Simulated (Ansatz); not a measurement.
**Question.** Name crystals whose computed values (r²SCAN in the plane-wave PAW code Ansatz) fall in these windows: B₀ by P(V) fit (GPa) 95 to 120; electron conductivity mass (mₑ) 0.46 to 0.59.

**Answer.** 

```csv
crystal,B₀ by P(V) fit (GPa),electron conductivity mass (mₑ)
"SiBi2O5, Cmcm (Pearson symbol oS32)",103,0.54
"CaO, rock salt",117,0.56
"NbHO3, Pmm2 (Pearson symbol oP5)",101,0.53
```
Others may fit too.

Typed or built starts, not in the databases checked: SiBi2O5, Cmcm (Pearson symbol oS32); NbHO3, Pmm2 (Pearson symbol oP5). Began spin-polarised and lost the moments: NbHO3, Pmm2 (Pearson symbol oP5). All cells were relaxed under the symmetry of their starts (and spin orders); stability against distortions was not tested throughout. Scalar-relativistic: spin–orbit coupling is off unless named, which matters more the heavier the elements.

Potentials: the earlier of the program's two PAW sets.
